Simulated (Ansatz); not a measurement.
TlHg₃ (Cu3Au type, space group No. 221), the program Ansatz at the PBEsol level (PAW), all energies at zero smearing, with the estimated change up to a 700 eV cutoff added, with one set of potentials and settings (totals compare only within such a set). Cell of 4 atoms (3 Hg, 1 Tl): -52299.838 eV.

```
element                reference phase  E (eV/atom)
-------  -----------------------------  -----------
Hg           R-3m, 1 atoms in the cell  -13668.0149
Tl       P6_3/mmc, 2 atoms in the cell  -11295.6741
```

Formation energy per atom, worked out: (-52299.838 − 3×(-13668.0149) − 1×(-11295.6741))/4 = -0.030 eV/atom (-3 kJ per mol of atoms), at 0 K, without zero-point energy or fitted corrections.

Space group Pm-3m (Cu3Au type). The workflow started from an entry of the Crystallography Open Database (COD). Its standing as an ambient phase is unchecked. Symmetry was held in the PBEsol relaxation; its stability against distortions is not shown here. The references are the lowest solids computed at this level, not always the standard phases. Scalar-relativistic: spin–orbit coupling is off unless named, which matters more the heavier the elements.

Potentials: the later of the program's two PAW sets.
